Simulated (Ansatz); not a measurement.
All numbers below come from DFT PBE, scalar-relativistic, plane waves, PAW in Ansatz. Cutoff 420 eV, Γ-centred meshes of about 0.25 Å⁻¹ or finer for metals and 0.3 Å⁻¹ for insulators (2π included), Gaussian smearing. No spin polarisation.

Relaxed forms of Nb2PdSe5:

Cell 1.

```
Nb Pd Se
1.0
     6.55633    0.00000    0.00000
    -3.26814    6.10839    0.00000
    -0.17153   -0.11858    7.13343
Nb Pd Se
2 1 5
Cartesian
  0.0538 4.2924 5.3792
  3.3077 1.6231 5.3547
  2.3549 5.9893 5.8105
  0.1748 4.1637 3.1081
  3.3679 1.8886 3.0940
  2.2328 3.6584 6.4880
  1.7034 -0.1035 6.2619
  -1.0505 2.2248 6.4248
```

Cell 2.

```
Nb Pd Se
1.0
    -2.33331    2.33331    6.71837
     2.33331   -2.33331    6.71837
     2.33331    2.33331   -6.71837
Nb Pd Se
2 1 5
Direct
  0.75433 0.75433 0.00000
  0.24567 0.24567 0.00000
  0.00000 0.00000 0.00000
  0.50000 0.50000 0.00000
  0.85912 0.35912 0.50000
  0.35912 0.85912 0.50000
  0.14088 0.64088 0.50000
  0.64088 0.14088 0.50000
```

Task: How do gap and energy differ between these forms?

Result: Gaps on the mesh: 0.62 eV for cell 1, none for cell 2. Lowest in energy is cell 1; cell 2 lies 117 meV/atom higher. The lowest form also has the widest gap. Counting Se atoms around Nb and Pd (those within 1.25 times the shortest such distance or 1.15 times the sum of covalent radii; a plus sign parts nearer from farther groups): cell 1 (P1, 35.7 Å³/atom) has Nb 1+3, Pd 2+1; cell 2 (I4/mmm, 18.3 Å³/atom) has Nb 8, Pd 8+4.

Gaps are read on each cell's k mesh and can be smaller between its points; Kohn–Sham gaps at this level usually fall short of measured ones, and a small gap can close altogether. Weakly bound directions are ill-defined at this level, which has no dispersion term (P1), and this can change margins and order among such cells. Trial moments fell under 0.15 μB along the way in I4/mmm; another start might hold them. Cells relaxed within their symmetry can be saddle points. Some structure types and database cells were kept out of the candidates from the start, so a known form may be missing.
